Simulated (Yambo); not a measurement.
Given:

```
YSF
1.0
    3.77299     0.00000     0.00000
    0.00000     3.77299     0.00000
    0.00000     0.00000     6.82667
F S Y
2 2 2
Direct
  0.00000   0.00000   0.00000
  0.50000   0.50000   0.00000
  0.00000   0.50000   0.64557
  0.50000   0.00000   0.35443
  0.00000   0.50000   0.22723
  0.50000   0.00000   0.77277
```

Workflow: PBEsol (pw.x of Quantum ESPRESSO, ONCV potentials, no spin-orbit coupling), then G0W0 in Yambo (4×4×2 Γ-centred k mesh, bands 3 to 184 and a 8 Ry block in the screening, 184 bands in G with the Bruneval-Gonze terminator, plasmon pole fitted at 27.2 eV).

Question: Give the PBEsol and G0W0 gaps between the band edges found on this mesh, and say where the edges lie.

Answer: Edges: Γ → Γ. PBEsol: 1.22 eV; G0W0: 2.87 eV. Nearest settings tried, and what they do to the gap: 72 bands in G: +2 meV; 3 Ry block (59 vectors against 271): -360 meV. Not varied: bands in W, mesh. So the settings aren't converged at that level. 

Geometry of the Materials Project entry, not relaxed at this level.

The structure is a Materials Project entry; no match was found in the copy of COD used, and its stability was not checked.
